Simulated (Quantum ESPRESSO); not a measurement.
# Hf3TaO7N: one run as intended and one with a planted mistake

A calculation, not a measurement. The program is pw.x of Quantum ESPRESSO 7.5 (plane-wave density functional theory). The cell is made up: 12 atoms on a fluorite lattice, with randomly drawn elements, strain and displacements, not relaxed. PseudoDojo standard norm-conserving files (v0.5 for PBE, v0.4.1 for LDA and PBEsol) set the functional; there is no spin polarisation, spin-orbit coupling or dispersion term, and the masses in the input are unused placeholders.

The hafnium pseudopotential is less sure than the others, with forces about 3 percent (worst 6) and pressure in oxides about 1.5 GPa (worst 2.7) from a second method in checks, which no rerun with the same files tests.

Intended input:

```
&control calculation='scf', pseudo_dir='./dojo.nc.sr.pbe.v0_5.standard.upf', outdir='./o', disk_io='medium', tprnfor=.true., tstress=.true. /
&system ibrav=0, nat=12, ntyp=4, nbnd=54, ecutwfc=84.00895049, nosym=.true., tot_charge=0,
 occupations='smearing', smearing='fd', degauss=0.0018374661
/
&electrons conv_thr=7.350e-09, electron_maxstep=60, /
ATOMIC_SPECIES
Hf 1.0 Hf.upf
N 1.0 N.upf
O 1.0 O.upf
Ta 1.0 Ta.upf
CELL_PARAMETERS angstrom
5.1343 0.0165 0.057
0.0165 5.0496 0.0017
0.057 0.0017 5.175
ATOMIC_POSITIONS angstrom
Hf 0.0515 0.0266 0.0237
Hf 0.0857 2.5824 2.6421
Ta 2.5452 -0.0265 2.6306
Hf 2.5191 2.4929 0.1139
O 1.3216 1.2754 1.2463
O 1.295 1.3048 3.8892
O 1.3349 3.9424 1.3144
O 1.3721 3.7499 3.9628
O 3.8395 1.2823 1.3113
N 3.8598 1.287 3.9744
O 3.833 3.8241 1.3017
O 3.9355 3.894 3.8035
K_POINTS automatic
4 4 4 1 1 1
```

The log is shortened where brackets say so; the opening notice, blank lines, dates and the lines on written files are dropped, and the path of the files is cut. It prints rydbergs, bohrs and kilobars, and counts compression as positive stress. Where no state is partly filled, the Fermi energy that it prints is only some level between the filled and the empty states on the mesh, and need not lie in the true gap.

Log of the intended run:

```
     Program PWSCF v.7.5
     Parallel version (MPI & OpenMP), running on       1 processor cores
     Number of MPI processes:                 1
     Threads/MPI process:                     1
     [start-up lines left out]
     bravais-lattice index     =            0
     lattice parameter (alat)  =       9.7031  a.u.
     unit-cell volume          =     905.2895 (a.u.)^3
     number of atoms/cell      =           12
     number of atomic types    =            4
     number of electrons       =        96.00
     number of Kohn-Sham states=           54
     kinetic-energy cutoff     =      84.0090  Ry
     charge density cutoff     =     336.0358  Ry
     scf convergence threshold =      7.3E-09
     mixing beta               =       0.7000
     number of iterations used =            8  plain     mixing
     Exchange-correlation= PBE
                           (   1   4   3   4   0   0   0)
     [axes and pseudopotential details left out]
   Cartesian axes
     site n.     atom                  positions (alat units)
         1        Hf     tau(   1) = (   0.0100299   0.0051805   0.0046157  )
         2        Hf     tau(   2) = (   0.0166905   0.5029366   0.5145635  )
         3        Ta     tau(   3) = (   0.4956917  -0.0051610   0.5123238  )
         4        Hf     tau(   4) = (   0.4906086   0.4855060   0.0221827  )
         5        O      tau(   5) = (   0.2573889   0.2483912   0.2427238  )
         6        O      tau(   6) = (   0.2522084   0.2541170   0.7574431  )
         7        O      tau(   7) = (   0.2599791   0.7678041   0.2559866  )
         8        O      tau(   8) = (   0.2672240   0.7303137   0.7717771  )
         9        O      tau(   9) = (   0.7477638   0.2497350   0.2553829  )
        10        N      tau(  10) = (   0.7517173   0.2506503   0.7740363  )
        11        O      tau(  11) = (   0.7464979   0.7447645   0.2535132  )
        12        O      tau(  12) = (   0.7664603   0.7583780   0.7407526  )
     number of k points=    32  Fermi-Dirac smearing, width (Ry)=  0.0018
                       cart. coord. in units 2pi/alat
        k(    1) = (   0.1232399   0.1266612   0.1226262), wk =   0.0625000
        k(    2) = (   0.1204860   0.1265867   0.3707069), wk =   0.0625000
     [further k points left out]
     Dense  grid:    94223 G-vectors     FFT dimensions: (  60,  60,  60)
     Estimated max dynamical RAM per process >     166.75 MB
     Initial potential from superposition of free atoms
     starting charge      95.9935, renormalised to      96.0000
     Starting wfcs are   72 randomized atomic wfcs
     total cpu time spent up to now is       30.7 secs
     per-process dynamical memory:   102.6 Mb
     Self-consistent Calculation
     iteration #  1     ecut=    84.01 Ry     beta= 0.70
     Davidson diagonalization with overlap
     ethr =  1.00E-02,  avg # of iterations =  2.0
     total cpu time spent up to now is       84.0 secs
     total energy              =    -719.67167862 Ry
     estimated scf accuracy    <       5.21931821 Ry
     iteration #  2     ecut=    84.01 Ry     beta= 0.70
     Davidson diagonalization with overlap
     ethr =  5.44E-03,  avg # of iterations =  6.1
     total cpu time spent up to now is      163.7 secs
     total energy              =    -717.95226130 Ry
     estimated scf accuracy    <      23.46314798 Ry
     [iterations 3 to 15 left out]
     iteration # 16     ecut=    84.01 Ry     beta= 0.70
     Davidson diagonalization with overlap
     ethr =  2.35E-11,  avg # of iterations =  2.0
     total cpu time spent up to now is     1265.3 secs
     total energy              =    -722.31423008 Ry
     estimated scf accuracy    <          7.4E-09 Ry
     iteration # 17     ecut=    84.01 Ry     beta= 0.70
     Davidson diagonalization with overlap
     ethr =  7.70E-12,  avg # of iterations =  4.8
     total cpu time spent up to now is     1325.8 secs
     End of self-consistent calculation
     [lines on levels left out]
     the Fermi energy is    13.9232 ev
!    total energy              =    -722.31423008 Ry
     estimated scf accuracy    <          2.9E-10 Ry
     smearing contrib. (-TS)   =      -0.00000000 Ry
     internal energy E=F+TS    =    -722.31423008 Ry
     The total energy is F=E-TS. E is the sum of the following terms:
     one-electron contribution =    -114.71414171 Ry
     hartree contribution      =     113.19632526 Ry
     xc contribution           =    -180.06607158 Ry
     ewald contribution        =    -540.73034205 Ry
     convergence has been achieved in  17 iterations
     Forces acting on atoms (cartesian axes, Ry/au):
     atom    1 type  1   force =    -0.11229524    0.05506056   -0.05518716
     atom    2 type  1   force =    -0.10762494   -0.05790681    0.03839082
     atom    3 type  4   force =     0.15203635    0.06934907    0.07474398
     atom    4 type  1   force =     0.11015095   -0.03600558   -0.06946537
     atom    5 type  3   force =    -0.01215824    0.02158751    0.04603840
     atom    6 type  3   force =     0.01029966   -0.04296127   -0.04204697
     atom    7 type  3   force =    -0.00902493   -0.03587055    0.05508999
     atom    8 type  3   force =     0.01002560    0.03878051   -0.04236542
     atom    9 type  3   force =     0.00401358   -0.01699690    0.05357351
     atom   10 type  2   force =    -0.02832974    0.00874523   -0.04524472
     atom   11 type  3   force =    -0.00366988    0.00034632    0.00492795
     atom   12 type  3   force =    -0.01342317   -0.00412807   -0.01845500
     Total force =     0.328323     Total SCF correction =     0.000052
     Computing stress (Cartesian axis) and pressure
          total   stress  (Ry/bohr**3)                   (kbar)     P=      -64.40
  -0.00058856  -0.00009628  -0.00004047          -86.58      -14.16       -5.95
  -0.00009628   0.00002684  -0.00008190          -14.16        3.95      -12.05
  -0.00004047  -0.00008190  -0.00075168           -5.95      -12.05     -110.58
     init_run     :     28.91s CPU     30.45s WALL (       1 calls)
     electrons    :   1259.21s CPU   1295.14s WALL (       1 calls)
     forces       :     14.59s CPU     14.79s WALL (       1 calls)
     stress       :     55.45s CPU     57.34s WALL (       1 calls)
     [timing details left out]
     PWSCF        :  22m38.64s CPU  23m18.86s WALL
     JOB DONE.
```

A second run has one planted mistake: the self-consistency threshold is too loose. The input lines that differ, file-writing options aside:

```
- &electrons conv_thr=7.350e-09, electron_maxstep=60, /
+ &electrons conv_thr=1.470e-02, electron_maxstep=60, /
```

Its log:

```
     Program PWSCF v.7.5
     Parallel version (MPI & OpenMP), running on       4 processor cores
     Number of MPI processes:                 4
     Threads/MPI process:                     1
     [start-up lines left out]
     bravais-lattice index     =            0
     lattice parameter (alat)  =       9.7031  a.u.
     unit-cell volume          =     905.2895 (a.u.)^3
     number of atoms/cell      =           12
     number of atomic types    =            4
     number of electrons       =        96.00
     number of Kohn-Sham states=           54
     kinetic-energy cutoff     =      84.0090  Ry
     charge density cutoff     =     336.0358  Ry
     scf convergence threshold =      1.5E-02
     mixing beta               =       0.7000
     number of iterations used =            8  plain     mixing
     Exchange-correlation= PBE
                           (   1   4   3   4   0   0   0)
     [axes and pseudopotential details left out]
   Cartesian axes
     site n.     atom                  positions (alat units)
         1        Hf     tau(   1) = (   0.0100299   0.0051805   0.0046157  )
         2        Hf     tau(   2) = (   0.0166905   0.5029366   0.5145635  )
         3        Ta     tau(   3) = (   0.4956917  -0.0051610   0.5123238  )
         4        Hf     tau(   4) = (   0.4906086   0.4855060   0.0221827  )
         5        O      tau(   5) = (   0.2573889   0.2483912   0.2427238  )
         6        O      tau(   6) = (   0.2522084   0.2541170   0.7574431  )
         7        O      tau(   7) = (   0.2599791   0.7678041   0.2559866  )
         8        O      tau(   8) = (   0.2672240   0.7303137   0.7717771  )
         9        O      tau(   9) = (   0.7477638   0.2497350   0.2553829  )
        10        N      tau(  10) = (   0.7517173   0.2506503   0.7740363  )
        11        O      tau(  11) = (   0.7464979   0.7447645   0.2535132  )
        12        O      tau(  12) = (   0.7664603   0.7583780   0.7407526  )
     number of k points=    32  Fermi-Dirac smearing, width (Ry)=  0.0018
                       cart. coord. in units 2pi/alat
        k(    1) = (   0.1232399   0.1266612   0.1226262), wk =   0.0625000
        k(    2) = (   0.1204860   0.1265867   0.3707069), wk =   0.0625000
     [further k points left out]
     Dense  grid:    94223 G-vectors     FFT dimensions: (  60,  60,  60)
     Estimated max dynamical RAM per process >     244.34 MB
     Estimated total dynamical RAM >     908.36 MB
     Initial potential from superposition of free atoms
     starting charge      95.9935, renormalised to      96.0000
     Starting wfcs are   72 randomized atomic wfcs
     total cpu time spent up to now is        5.6 secs
     per-process dynamical memory:   182.0 Mb
     Self-consistent Calculation
     iteration #  1     ecut=    84.01 Ry     beta= 0.70
     Davidson diagonalization with overlap
     ethr =  1.00E-02,  avg # of iterations =  2.0
     total cpu time spent up to now is       12.6 secs
     total energy              =    -719.67025832 Ry
     estimated scf accuracy    <       5.22067719 Ry
     iteration #  2     ecut=    84.01 Ry     beta= 0.70
     Davidson diagonalization with overlap
     ethr =  5.44E-03,  avg # of iterations =  6.1
     total cpu time spent up to now is       24.7 secs
     total energy              =    -717.93687612 Ry
     estimated scf accuracy    <      23.54116315 Ry
     [iterations 3 to 4 left out]
     iteration #  5     ecut=    84.01 Ry     beta= 0.70
     Davidson diagonalization with overlap
     ethr =  5.10E-04,  avg # of iterations =  3.0
     total cpu time spent up to now is       44.2 secs
     total energy              =    -722.27858218 Ry
     estimated scf accuracy    <       0.14266356 Ry
     iteration #  6     ecut=    84.01 Ry     beta= 0.70
     Davidson diagonalization with overlap
     ethr =  1.49E-04,  avg # of iterations =  6.1
     total cpu time spent up to now is       51.4 secs
     End of self-consistent calculation
     [lines on levels left out]
     the Fermi energy is    13.9139 ev
!    total energy              =    -722.31036489 Ry
     estimated scf accuracy    <       0.00528675 Ry
     smearing contrib. (-TS)   =      -0.00000000 Ry
     internal energy E=F+TS    =    -722.31036489 Ry
     The total energy is F=E-TS. E is the sum of the following terms:
     one-electron contribution =    -114.69469847 Ry
     hartree contribution      =     113.17024708 Ry
     xc contribution           =    -180.05557144 Ry
     ewald contribution        =    -540.73034205 Ry
     convergence has been achieved in   6 iterations
     Forces acting on atoms (cartesian axes, Ry/au):
     atom    1 type  1   force =    -0.11639738    0.05791744   -0.05996913
     atom    2 type  1   force =    -0.11167103   -0.06027991    0.04190175
     atom    3 type  4   force =     0.15645164    0.07182323    0.08289742
     atom    4 type  1   force =     0.11456950   -0.03913820   -0.07475881
     atom    5 type  3   force =    -0.01325185    0.02618293    0.04095436
     atom    6 type  3   force =     0.00845520   -0.04046215   -0.03881407
     atom    7 type  3   force =    -0.00924602   -0.03618317    0.05244449
     atom    8 type  3   force =     0.00910361    0.03620627   -0.03887870
     atom    9 type  3   force =     0.00560095   -0.01614881    0.05111853
     atom   10 type  2   force =    -0.03073488    0.00886284   -0.04232707
     atom   11 type  3   force =    -0.00125082   -0.00249369    0.00050799
     atom   12 type  3   force =    -0.01162892   -0.00628680   -0.01507676
     Total force =     0.337709     Total SCF correction =     0.102918
     SCF correction compared to forces is large: reduce conv_thr to get better values
     Computing stress (Cartesian axis) and pressure
          total   stress  (Ry/bohr**3)                   (kbar)     P=      -73.34
  -0.00065069  -0.00012085  -0.00004866          -95.72      -17.78       -7.16
  -0.00012085  -0.00003723  -0.00011069          -17.78       -5.48      -16.28
  -0.00004866  -0.00011069  -0.00080781           -7.16      -16.28     -118.83
     init_run     :      5.08s CPU      5.52s WALL (       1 calls)
     electrons    :     44.77s CPU     45.78s WALL (       1 calls)
     forces       :      1.46s CPU      1.50s WALL (       1 calls)
     stress       :      4.74s CPU      4.92s WALL (       1 calls)
     [timing details left out]
     PWSCF        :     56.17s CPU     57.92s WALL
     JOB DONE.
```

|  | intended run | run with the mistake |
| --- | --- | --- |
| free energy (eV) | -9827.586 | -9827.533 |
| smearing term -TS (eV) | 0.0000 | 0.0000 |
| pressure (GPa) | -6.44 | -7.33 |
| largest force component (eV/Å) | 3.909 | 4.023 |
| largest change of a force component (eV/Å) |  | 0.210 |
| iterations | 17 | 6 |

For scale, a rerun of the intended cell at 1437 eV and a 6 x 6 x 6 mesh moved values by no more than 0.002 eV in energy, 0.05 GPa in stress and 0.010 eV/Å in force.